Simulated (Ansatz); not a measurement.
TiI2F6, a known structure type with other elements, at an estimated volume

```
CELL_PARAMETERS angstrom
2.91177 5.04334 0.00000
-2.91177 5.04334 0.00000
0.00000 0.00000 4.73517
ATOMIC_POSITIONS crystal
I 0.33333 0.33333 0.69254
I 0.66667 0.66667 0.30746
Ti 0.00000 0.00000 0.00000
F 0.15549 0.15549 0.22237
F 0.68901 0.15549 0.22237
F 0.15549 0.68901 0.22237
F 0.31099 0.84451 0.77763
F 0.84451 0.84451 0.77763
F 0.84451 0.31099 0.77763
```

The numbers come from plane-wave PAW DFT (Ansatz): PBE, no spin polarisation, 420 eV, 7×7×7 Γ-centred k points, fermi-dirac occupations (width 0.1 eV). Nothing was relaxed.

(1) Is the cell too large or too small?

(2) What happens at the Fermi level?

(3) Describe some of the short contacts.

(4) How is the charge shared?

Origin: a known structure type with other elements, at an estimated volume, so it need not be a known compound. Caveats: many states at the Fermi level without spin polarisation, so a magnetic state may lie lower; the Fermi level lies in a narrow band between gaps, which spin or distortion may split; correlation that this level lacks may open a gap in such a compound.

Answers

(1) The pressure is 5.0 GPa (compression positive), so with the atoms held at these fractions the cell would first expand. The principal stresses 3.9, 3.9, 7.2 GPa differ, so its shape would change too.

(2) It is a metal, with about 9.9 states/eV a cell as the mean within 0.25 eV of the Fermi level, mostly I p (83 %) and F p (15 %).

(3) Ti–F at 1.89 Å: least valence density 0.77 e/Å³ and ELF 0.18 there. I–F at 2.86 Å: least valence density 0.14 e/Å³ and ELF 0.07 there. Both are smooth PAW fields, read partly inside the augmentation spheres.

(4) Bader charges in e: Ti +2.41, I +0.79, F -0.67. In the mean Ti gives up most and F takes most.
